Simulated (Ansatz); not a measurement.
A distorted cell of TiTe₂ (CdI2 type):

```
CELL_PARAMETERS angstrom
      3.84601     0.00000     0.00000
     -1.92300     3.33074     0.00000
      0.00000     0.00000     6.70986
ATOMIC_POSITIONS crystal
  Ti 0.00000 0.00000 0.00000
  Te 0.33333 0.66667 0.24999
  Te 0.66667 0.33333 0.75001
```

Calculation: r2SCAN+rVV10 (plane waves to 500 eV, PAW, scalar-relativistic; Ansatz, a first-principles code). k mesh 14×14×7 (Γ-centred), Fermi-Dirac smearing 0.05 eV. The energy includes the smearing's −TS. Stress and pressure are positive under compression. Spin-orbit coupling is left out, though Te is heavy. TiTe2 is run without spin polarisation. TiTe2 was relaxed with its symmetry unable to fall.

Give the stress tensor in GPa and the pressure.


```
   -1.8      0.0      0.0
    0.0     -1.8      0.0
    0.0      0.0     -0.9
```
The pressure, a third of the trace, is -1.5 GPa.

It is the relaxed cell scaled evenly to V/V₀ = 1.050, atoms relaxed where free. What is its energy relative to the relaxed cell?

7 meV/atom.

(A scan under strain: stresses follow from slopes of the energy per volume, elastic moduli from its curvatures.)
